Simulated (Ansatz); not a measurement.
# Is this Al5Cu structure stable?

The cell was found from a structure generator's guess, not taken from experiment.

The calculation used Ansatz 0.2.0, DFT PBE, scalar-relativistic, plane waves, PAW. Cutoff 420 eV, Γ-centred 18×18×4 mesh (6-atom cell), Gaussian smearing of 0.10 eV, no spin polarisation.

```
Al Cu
1.0
     2.84460    0.00000    0.00000
    -1.42230    2.46349    0.00000
     0.00000    0.00000   13.36569
Al Cu
5 1
Direct
  0.00000 0.00000 0.00000
  0.33333 0.66667 0.82515
  0.66667 0.33333 0.65079
  0.33333 0.66667 0.34921
  0.66667 0.33333 0.17485
  0.00000 0.00000 0.50000
```

The zero of energy is the elements' standard structures at the same level; no fitted shifts are applied.

Q: These tests were run: energy against the elements; random kick, then relaxation without symmetry; phonons on a 3×3×1 q mesh. What do they show?

A:

```tsv
test	result
energy against the elements	−0.03 eV/atom
random kick, then relaxation without symmetry	returns
phonons on a 3×3×1 q mesh	no imaginary mode on the mesh
```

It fails none of these tests. Whether a mixture of other phases lies lower isn't tested here.

For metals, differences of a few meV/atom aren't resolved. The kick test ran on a coarse mesh. The run for the phonons used an 18×18×4 k mesh and Fermi–Dirac smearing of 0.15 eV.
